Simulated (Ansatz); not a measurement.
Course of a relaxation: Ag

The cell of Ag is invented: random cell by space group and Wyckoff sites (Fm-3m, No. 225). The dimensions are guesses.

```cif
data_structure
_symmetry_space_group_name_H-M 'P 1'
_symmetry_Int_Tables_number 1
_cell_length_a 4.1003
_cell_length_b 4.1003
_cell_length_c 4.1003
_cell_angle_alpha 60.000
_cell_angle_beta 60.000
_cell_angle_gamma 60.000
_cell_volume 48.75
loop_
_atom_site_label
_atom_site_type_symbol
_atom_site_fract_x
_atom_site_fract_y
_atom_site_fract_z
_atom_site_occupancy
Ag1 Ag 0.50000 0.50000 0.50000 1
Ag2 Ag 0.75000 0.75000 0.75000 1
Ag3 Ag 0.25000 0.25000 0.25000 1
```

Theory: Ansatz, DFT PBE, scalar-relativistic, plane waves, PAW. Cutoff 420 eV, Gaussian smearing, Γ-centred meshes. Cell and atoms relax first on a coarse mesh and then on a finer one. In between, the cell is made exact in the group found at 0.06 Å. In metals the finer mesh still leaves noise of several meV/atom or more. The steps can't lower the symmetry of their start. No spin polarisation.

Steps on the 6×6×6 mesh (3 atoms, 8 steps). The free energy counts from the last step; the plane-wave basis is renewed at times, which shifts energy and pressure.

```
step  ΔF (meV/atom)  V (Å³/atom)  P (GPa)
   1          507.3        16.25    40.64
   2          110.3        18.74    13.94
   3           20.3        20.37     4.63
   4            5.3        21.29     0.89
   5            4.7        21.54     0.00
   6            0.3        21.54     0.51
   7            0.0        21.68     0.08
   8            0.0        21.68     0.08
```

The relaxed structure, after a last relaxation on the converged mesh:

Space group Fm-3m (No. 225). a = 6.379 Å, b = 6.379 Å, c = 6.379 Å, α = 90.00°, β = 90.00°, γ = 90.00°
```json
{"atom": "Ag", "site": "4b", "symmetry": "m-3m", "x": "0.5000", "y": "0.0000", "z": "0.0000"}
{"atom": "Ag", "site": "8c", "symmetry": "-43m", "x": "0.2500", "y": "0.2500", "z": "0.7500"}
```

The symmetry stays Fm-3m (No. 225). The volume per atom grows by 33.1 %, from 16.2 to 21.6 Å³. The shortest distance goes from 2.51 Å (Ag–Ag) to 2.76 Å (Ag–Ag). The energy falls by about 0.51 eV/atom (the start's value is from the coarse mesh). Ag on a site of symmetry m-3m is surrounded by 8 Ag at 2.76 Å; around Ag on a site of symmetry -43m lie 4 Ag at 2.76 Å and 6 Ag at 3.19 Å.

* Volume per atom: 21.63 Å³
* Density: 8.28 g/cm³
* Energy over the standard state: +0.29 eV/atom
* Gap on the 12×12×12 mesh of the 3-atom cell: 0 eV (a metal)

Energies count from the standard state of Ag at the same level.

The last run used Gaussian smearing of 0.10 eV. A structure relaxed within its symmetry needn't be a true minimum. In all, the 3 runs took 48 s on 1 thread of Arm Neoverse V1, on a shared host.
